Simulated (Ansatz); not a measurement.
Relaxed CuAu (CuAu type, space group P4/mmm):

```
CELL_PARAMETERS angstrom
      5.76304     0.00000     0.00000
      2.88152     2.88152     0.00000
      0.00000     0.00000     3.61476
ATOMIC_POSITIONS crystal
  Cu 0.00000 0.50000 0.50000
  Cu 0.50000 0.50000 0.50000
  Au 0.00000 0.00000 0.00000
  Au 0.50000 0.00000 0.00000
```

A phonon eigenvector at M = (0.5, 0.5, 0.0) is frozen into this cell: atom i moves by Q times the vector below, so Q is the largest atomic displacement, in Å. The cell is held. (q is in reciprocal vectors of the primitive cell; the cell shown is doubled to hold the pattern.)

```
atom      x      y       z
----  -----  -----  ------
Cu1   0.000  0.000  -1.000
Cu2   0.000  0.000   1.000
```

Atoms not listed stay in place.

Method: PBE (plane waves to 420 eV, PAW, scalar-relativistic; Ansatz, an electronic-structure program). k mesh 16×16×13 (Γ-centred), Fermi-Dirac smearing 0.05 eV. Energies are smeared free energies. With partly filled bands, energies and forces of such displacements shift with the k mesh and the smearing. CuAu is run without spin polarisation. CuAu was relaxed with its symmetry unable to fall. Spin-orbit coupling is left out, though Au is heavy. ΔE is measured from the undisplaced structure.

**Question.** What ΔE (eV/cell) does the calculation give at Q (Å) = -0.150, -0.030, 0.060, 0.090, 0.180?

**Answer.** 
```json
[
 {"Q (Å)": "-0.150", "ΔE (eV/cell)": "0.125"},
 {"Q (Å)": "-0.030", "ΔE (eV/cell)": "0.005"},
 {"Q (Å)": "0.060", "ΔE (eV/cell)": "0.020"},
 {"Q (Å)": "0.090", "ΔE (eV/cell)": "0.045"},
 {"Q (Å)": "0.180", "ΔE (eV/cell)": "0.181"}
]
```

(A displaced cell: forces are minus the slopes of the energy, force constants its curvatures, and phonons follow from these.)
